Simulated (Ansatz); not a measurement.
**CO₂: short molecular dynamics at 1500 K**

The calculation used Ansatz 0.2.0, DFT LDA, scalar-relativistic, plane waves, PAW. Settings: plane waves to 420 eV, k-mesh 2×2×2 (shifted by 0.5, 0.5, 0.5 steps), Fermi–Dirac smearing 0.13 eV. The mesh is coarse. No spin polarisation.

18 atoms, starting at 1.05 times the perfect crystal's volume; Langevin thermostat at 1500 K (friction 0.02 fs⁻¹), fixed cell; 70 steps of 2 fs. The run is short and not equilibrated.

First frame:

```
C O
1.0
     4.29652   -4.29652    0.00000
     0.00000    4.29652   -4.76463
     4.29652    4.29652    4.76463
C O
6 12
Direct
  0.00000 0.00000 0.50000
  0.66667 0.33333 0.83333
  0.33333 0.66667 0.16667
  0.00000 0.00000 0.00000
  0.66667 0.33333 0.33333
  0.33333 0.66667 0.66667
  0.80483 0.00000 0.50000
  0.47149 0.33333 0.83333
  0.13816 0.66667 0.16667
  0.19517 0.00000 0.50000
  0.86184 0.33333 0.83333
  0.52851 0.66667 0.16667
  0.06506 0.13012 0.13012
  0.73172 0.46345 0.46345
  0.39839 0.79678 0.79678
  0.26828 0.53655 0.53655
  0.93494 0.86988 0.86988
  0.60161 0.20322 0.20322
```

```yaml
Mean_temperature_over_the_second_half: 1199 K
Mean_pressure_over_the_second_half_kinetic_part_included: 1.7 GPa
Mean_potential_energy_above_the_perfect_crystal_as_given_at_volume_ratio_1;_besides_heat_the_difference_comes_from_the_volume_5_%_larger_and_the_crystal's_own_forces_of_up_to_0.58_eV/Å_and_pressure_of_-2.9_GPa;_its_own_run_had_another_smearing_without_effect_beside_its_gap: 141 meV/atom
Mean-square_drift_of_C_from_first_to_last_step_mean_shift_of_all_atoms_removed: 0.12 Å²
Mean-square_drift_of_O_from_first_to_last_step_mean_shift_of_all_atoms_removed: 0.45 Å²
```

Pair distribution functions g(r), second half of the run, up to half the cell's height:

```tsv
r (Å)	C-O	O-O
1.05	0.4	0.0
1.15	21.2	0.0
1.25	4.2	0.0
1.35	0.0	0.0
1.45	0.0	0.0
1.55	0.0	0.0
1.65	0.0	0.0
1.75	0.0	0.0
1.85	0.0	0.0
1.95	0.0	0.0
2.05	0.0	0.0
2.15	0.0	0.0
2.25	0.0	1.5
2.35	0.0	2.4
2.45	0.0	0.9
2.55	0.3	0.9
```

Along the run (potential energy from its first value; pressure with the kinetic part):

| t (fs) | T (K) | ΔE_pot (meV/atom) | P (GPa) |
| --- | --- | --- | --- |
| 0.0 | 1417 | 0.0 | -6.9 |
| 4.0 | 1420 | 21.5 | -4.7 |
| 8.0 | 1171 | 46.1 | -0.1 |
| 12.0 | 1219 | 60.1 | 3.5 |
| 16.0 | 982 | 76.4 | 4.4 |
| 20.0 | 1448 | 47.5 | 2.6 |
| 24.0 | 1466 | 41.0 | -1.1 |
| 28.0 | 1257 | 50.9 | -4.3 |
| 32.0 | 1197 | 65.3 | -3.2 |
| 36.0 | 1081 | 65.0 | 2.1 |
| 40.0 | 957 | 87.2 | 7.7 |
| 44.0 | 1018 | 90.2 | 8.1 |
| 48.0 | 1199 | 69.0 | 1.5 |
| 52.0 | 1049 | 115.5 | -4.0 |
| 56.0 | 1156 | 133.1 | -3.7 |
| 60.0 | 1210 | 108.9 | 1.7 |
| 64.0 | 1106 | 128.3 | 9.6 |
| 68.0 | 1185 | 124.6 | 11.6 |
| 72.0 | 1285 | 103.0 | 3.7 |
| 76.0 | 1364 | 118.6 | -3.4 |
| 80.0 | 1263 | 108.1 | -4.4 |
| 84.0 | 1332 | 77.1 | 0.5 |
| 88.0 | 1095 | 89.3 | 6.2 |
| 92.0 | 1004 | 116.0 | 7.7 |
| 96.0 | 1109 | 100.3 | 2.3 |
| 100.0 | 944 | 119.6 | -2.6 |
| 104.0 | 1030 | 120.7 | -2.9 |
| 108.0 | 1053 | 123.7 | 1.5 |
| 112.0 | 1162 | 111.2 | 6.3 |
| 116.0 | 1033 | 128.1 | 8.2 |
| 120.0 | 1206 | 112.4 | 5.3 |
| 124.0 | 1312 | 98.9 | -0.1 |
| 128.0 | 1244 | 138.7 | -3.6 |
| 132.0 | 1370 | 147.1 | -4.0 |
| 136.0 | 1353 | 148.7 | 1.9 |
| 140.0 | 1694 | 129.8 | 8.9 |